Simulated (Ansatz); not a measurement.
Al2Au:
```cif
data_Al8Au4
_chemical_formula_sum 'Al8 Au4'
_space_group_name_H-M_alt 'Fm-3m'
_space_group_IT_number 225
_space_group_name_Hall '-F 4 2 3'
_cell_length_a 6.00203
_cell_length_b 6.00203
_cell_length_c 6.00203
_cell_angle_alpha 90.000
_cell_angle_beta 90.000
_cell_angle_gamma 90.000
loop_
_atom_site_label
_atom_site_type_symbol
_atom_site_symmetry_multiplicity
_atom_site_Wyckoff_symbol
_atom_site_fract_x
_atom_site_fract_y
_atom_site_fract_z
_atom_site_occupancy
Al1 Al 8 c 0.25000 0.25000 0.25000 1
Au1 Au 4 a 0.00000 0.00000 0.00000 1
```
(The calculation used a cell of 3 atoms; values per cell refer to that cell.)

Relaxed with PBEsol.

Question: Which orbitals make up the states near the Fermi level in DFT-PBEsol in the program Ansatz with PAW potentials?

Answer: Within 0.5 eV of the Fermi level: Al 3p 73 %, Al 3s 9 %, Au 5d 6 %, outside the projected shells 10 %. Projections are on Löwdin-orthogonalised atomic valence shells; empty p or d shells of many metals are not among them.

Question: Tabulate the density of states.

Answer: States/eV per cell of 3 atoms, in 0.25 eV bins, energy from the Fermi level.

```tsv
E (eV)	total	Au 5d	Al 3p	Al 3s
-7.85	0.83	0.20	0.26	0.22
-7.60	0.80	0.26	0.22	0.21
-7.35	1.08	0.60	0.16	0.25
-7.10	3.32	2.27	0.33	0.66
-6.85	4.26	2.82	0.61	0.79
-6.60	1.59	1.13	0.28	0.15
-6.35	9.76	8.03	1.44	0.21
-6.10	3.49	3.10	0.32	0.02
-5.85	4.98	4.40	0.37	0.05
-5.60	10.10	9.16	0.50	0.07
-5.35	2.62	2.25	0.17	0.04
-5.10	0.45	0.24	0.10	0.06
-4.85	0.80	0.33	0.23	0.17
-4.60	1.19	0.39	0.40	0.29
-4.35	1.09	0.30	0.40	0.27
-4.10	0.84	0.19	0.34	0.20
-3.85	0.62	0.11	0.27	0.14
-3.60	0.73	0.13	0.33	0.17
-3.35	0.82	0.15	0.38	0.19
-3.10	0.84	0.15	0.41	0.20
-2.85	0.85	0.14	0.43	0.19
-2.60	0.83	0.12	0.45	0.18
-2.35	0.81	0.11	0.46	0.17
-2.10	1.14	0.14	0.76	0.16
-1.85	1.30	0.15	0.90	0.16
-1.60	1.24	0.13	0.87	0.15
-1.35	1.21	0.12	0.85	0.14
-1.10	1.16	0.11	0.82	0.13
-0.85	1.10	0.09	0.79	0.12
-0.60	1.06	0.08	0.76	0.11
-0.35	1.00	0.07	0.73	0.10
-0.10	0.94	0.06	0.69	0.08
0.15	0.90	0.05	0.66	0.07
0.40	0.72	0.04	0.51	0.06
0.65	0.53	0.03	0.35	0.05
0.90	0.42	0.02	0.26	0.04
1.15	0.35	0.02	0.21	0.04
1.40	0.44	0.04	0.17	0.15
1.65	0.66	0.08	0.18	0.31
1.90	0.93	0.10	0.27	0.43
2.15	1.19	0.11	0.38	0.49
2.40	1.41	0.11	0.50	0.52
2.65	1.87	0.12	0.71	0.67
2.90	1.96	0.10	0.77	0.72
3.15	1.22	0.06	0.50	0.37
3.40	0.66	0.03	0.27	0.13
3.65	0.71	0.03	0.27	0.13
3.90	2.20	0.12	1.08	0.51
4.15	2.34	0.14	1.38	0.36
4.40	1.59	0.09	0.97	0.23
4.65	1.59	0.07	0.96	0.20
```

The cell was relaxed with PBEsol under the symmetry of its start. Scalar-relativistic: spin–orbit coupling is off unless named, which matters more the heavier the elements.

Potentials: the earlier of the program's two PAW sets. The files were generated under PBE; for other functionals the program regenerates the frozen cores, and for LDA and PBEsol the local potential too.
